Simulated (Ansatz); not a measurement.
A geometry of Pt away from equilibrium: step 6 of the relaxation of a relaxed Pt cell, doubled along one cell vector, shaken by Gaussian noise of σ = 0.08 Å a coordinate. Method: r2SCAN (plane waves to 500 eV, PAW, scalar-relativistic; Ansatz, a program for electronic structure). Γ-centred k-mesh 6×12×12 on the run's cell (coarser than for final values), Fermi–Dirac smearing 0.05 eV.

```
Pt
1.0
    5.10724     0.00210    -0.00069
    0.00105     2.61741     0.00293
   -0.00035     0.00293     2.60447
Pt
2
Direct
  0.97216   0.09825   0.99044
  0.47562   0.83544   0.99072
```

Question: Which atoms carry the largest force, and which way does it point?

Answer: 0.26 eV/Å, on Pt1, Pt2 (atoms numbered as listed); on Pt1 its components are (0.16, 0.20, 0.00).

Question: What is the pressure?

Answer: -2.5 GPa, compression positive.

Question: How much energy per atom can still be gained by relaxing?

Answer: 0.26 to 0.27 eV/atom (the two k-meshes of the run give this range); the path ends in P6/mmm (No. 191) (AFLOW prototype A_hP1_191_a (A_f, as in Sn)).

No spin polarisation in the result.

The run could not lose the symmetry of its start: the end is stationary, and may be a saddle point rather than a minimum.

The end of the path is a generated cell of Pt: the first start was made by placing the elements on the sites of a structure type, and the end was not matched to a known phase here, so it may be hypothetical. Known forms of Pt include space group No. 225.
